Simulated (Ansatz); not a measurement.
InAg3, DFT, PBEsol, all-electron LAPW, scalar-relativistic (Ansatz 0.2.0), run on 1 thread of Arm Neoverse V1 on a shared host.

The cell is COD entry 1510013, as deposited and not checked against the literature; nothing was relaxed. The listed cell was then made from it by scaling, straining or moving an atom.

Command: `ansatz run input.yaml --threads 1 --pin off --max-ram 4096MiB --backend cpu --events-out ev --progress --plain --runs-dir out`

```yaml
crystal:
  lattice:
    - [4.144, 0.0, 0.0]
    - [0.0, 4.144, 0.0]
    - [0.0, 0.0, 4.06112]
  atoms:
    - { symbol: In, position: [0.0, 0.0, 0.0] }
    - { symbol: Ag, position: [0.0, 0.5, 0.5] }
    - { symbol: Ag, position: [0.5, 0.0, 0.5] }
    - { symbol: Ag, position: [0.5, 0.5, 0.0] }
kpoints:
  mp_grid: { grid: [9, 9, 9] }
  band_path:
    path:
      - [0.0, 0.0, 0.0]
      - [0.0, 0.5, 0.0]
      - [0.5, 0.5, 0.0]
      - [0.0, 0.0, 0.0]
      - [0.0, 0.0, 0.5]
      - [0.0, 0.5, 0.5]
      - [0.5, 0.5, 0.5]
      - [0.0, 0.0, 0.5]
      - [0.0, 0.5, 0.0]
    npoints: 5
scf:
  occupations: { method: fermi_dirac, width: 0.05 }
hamiltonian:
  xc: pbesol
  pseudopotentials: { kind: all_electron, lapw: { basis_error: 0.0005 } }
output:
  forces: true
  stress: true
  eigenvalues: true
```

(1) How large is the problem that the program sets up?

(2) About how long does it take, and how much memory does it use?

Results:

(1) 75 irreducible k-points, 651 plane waves at Γ, 47 bands.

(2) 100 s of wall time for 10 SCF iterations, with a peak of 0.81 GiB. Times on shared machines scatter by tens of per cent.
